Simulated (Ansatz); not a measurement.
The start is a generated cell, P built in the AFLOW prototype A_hP1_191_a (A_f, as in Sn). A full variable-cell relaxation at zero pressure is run with r2SCAN (plane waves to 500 eV, PAW, scalar-relativistic; Ansatz, a first-principles code). First-step values are on the input's coarse k-mesh.

Ansatz input (later rounds restart from its end on a renewed k-mesh):
Ansatz 0.2 input:
```yaml
crystal:
  lattice:
    - [2.6431825, 0, 0]
    - [-1.3215912, 2.2890632, 0]
    - [0, 0, 2.4613204]
  atoms:
    - { symbol: P, position: [0, 0, 0] }
basis: { ecutwfc: 500, ecutrho_ratio: 4, xc_grid: 4, fft_grid_basis: typed }
kpoints: { mp_grid: { grid: [10, 10, 9] } }
hamiltonian:
  xc: r2scan
  dispersion: none
  pseudopotentials: { kind: paw }
scf: { occupations: { method: fermi_dirac, width: 0.05 } }
relax: { f_tol: 0.01, max_steps: 100, cell: { stress_tol: 0.02 } }
output: { forces: true, stress: true }
```

| Property | Value |
|---|---|
| Shortest distances (start → end) | The closest pairs of elements (up to four, under 3.6 Å), start → end: P–P 2.46 → 2.42 Å |
| Band gap at the end | no gap (metallic) |
| Optimiser moves | 9 |

It ends as:

Space group P6/mmm (No. 191); a = b = 2.6456 Å, c = 2.4194 Å, α = β = 90.00°, γ = 120.00°

| atom | site | symmetry | x | y | z |
|---|---|---|---|---|---|
| P | 1a | 6/mmm | 0.0000 | 0.0000 | 0.0000 |

Final values are on a 20×20×19 k-mesh of the relaxed cell. No spin polarisation in the result. The relaxed primitive cell holds an odd number of electrons. A magnetic state may lie lower.

The run could not lose the symmetry of its start, so the end can be a saddle point.

The relaxed structure here is a generated cell of P: the first start was made by placing the elements on the sites of a structure type, and the end was not matched to a known phase here, so it may be hypothetical. Known forms of P include space group No. 64.
